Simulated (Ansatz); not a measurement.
WS in space group P-6m2 (No. 187; W on 1a, S on 1d) under volume change, DFT-PBEsol in the program Ansatz with PAW potentials, shape and atoms relaxed at each volume.

```tsv
V (Å³/atom)	E − E(relaxed) (meV/atom)	P (GPa)
12.791	101.4	28.00
13.213	42.5	17.08
13.634	…	…
14.056	0.0	0.00
14.478	…	…
14.899	33.5	-11.83
15.321	71.1	-16.61
```

Question: Complete the blanks.

Answer: 
- 13.634, E − E(relaxed) (meV/atom): 10.0
- 13.634, P (GPa): 7.83
- 14.478, E − E(relaxed) (meV/atom): 8.9
- 14.478, P (GPa): -6.55

Question: What does a third-order Birch–Murnaghan fit give for V₀, B₀ and B′?

Answer: V₀ = 14.06 Å³/atom, B₀ = 236 GPa, B′ = 4.8.

The start of the workflow was typed in or built on a structure type; neither database checked (COD, Materials Project) lists it. Whether it is the stable phase at ambient conditions was not checked. The cell was relaxed with PBEsol under the symmetry of its start; of distortions, only those at the zone centre were tested. The workflow began spin-polarised and lost its moments. Scalar-relativistic: spin–orbit coupling is off unless named, which matters more the heavier the elements.

Potentials: the earlier of the program's two PAW sets.
